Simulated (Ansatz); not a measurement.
PtS₂:
Space group P-3m1 (No. 164); a = b = 3.577 Å, c = 6.488 Å, α = β = 90.00°, γ = 120.00°

```tsv
atom	site	symmetry	x	y	z
Pt	1a	-3m.	0.0000	0.0000	0.0000
S	2d	3m.	0.3333	0.6667	0.1892
```

Relaxed at zero pressure with PBE in the plane-wave PAW code Ansatz.

Q: The volume is raised by 3 % and shape and atoms relax at that volume. What pressure results, and how do the axes share the change?

A: 0.0 GPa; a 0.0 %, b 0.0 %, c 3.0 %; the energy rises by 0 meV/atom.

Q: Give the new structure.

A: 
Space group P-3m1 (No. 164); a = b = 3.5767 Å, c = 6.6826 Å, α = β = 90.00°, γ = 120.00°

```tsv
atom	site	symmetry	x	y	z
Pt	1a	-3m.	0.0000	0.0000	0.0000
S	2d	3m.	0.3333	0.6667	0.1837
```

The phase is kept; no other phase was compared at this pressure.

Symmetry was held in the PBE relaxation. No spin polarisation was allowed. The volume lies over 15 % above that of the usual cell of this phase: another minimum, or an error of the functional. A crystal of weakly bound layers computed without a dispersion correction: the cell and the soft elastic constants depend strongly on that. Scalar-relativistic: spin–orbit coupling is off unless named, which matters more the heavier the elements.

Potentials: the later of the program's two PAW sets.
